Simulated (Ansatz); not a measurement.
Here is the system:

VN:
```cif
data_N4V4
_chemical_formula_sum 'V4 N4'
_space_group_name_H-M_alt 'P 1'
_space_group_IT_number 1
_cell_length_a 4.07228
_cell_length_b 4.07228
_cell_length_c 4.07228
_cell_angle_alpha 90.000
_cell_angle_beta 90.000
_cell_angle_gamma 90.000
loop_
_space_group_symop_operation_xyz
  'x, y, z'
loop_
_atom_site_label
_atom_site_type_symbol
_atom_site_fract_x
_atom_site_fract_y
_atom_site_fract_z
_atom_site_occupancy
V1 V 0.23198 0.23198 0.23198 1
V2 V 0.76802 0.76802 0.23198 1
V3 V 0.23198 0.76802 0.76802 1
V4 V 0.76802 0.23198 0.76802 1
N1 N 0.26028 0.26028 0.73972 1
N2 N 0.73972 0.73972 0.73972 1
N3 N 0.26028 0.73972 0.26028 1
N4 N 0.73972 0.26028 0.26028 1
```

This is the PBEsol-relaxed structure.

All from DFT-PBEsol in the program Ansatz with PAW potentials, unless another level is named. Predict the electronic character.

metallic (no gap).

Next, the density of states at the Fermi level?

0.60 states/eV per atom (mean over ±0.08 eV).

What about the formation energy from the elements (no fitted shifts)?

-1.18 eV/atom.

Space group P-43m. The start of the workflow was typed in or built on a structure type; neither database checked (COD, Materials Project) lists it. It is not the phase usual at ambient conditions (space group No. 225). The cell was relaxed with PBEsol under the symmetry of its start; its stability against distortions is not shown here. The workflow began spin-polarised and lost its moments. The references are the lowest solids computed at this level, not always the standard phases (solids in place of the gases).

Potentials: the earlier of the program's two PAW sets. The files were generated under PBE; for other functionals the program regenerates the frozen cores, and for LDA and PBEsol the local potential too.
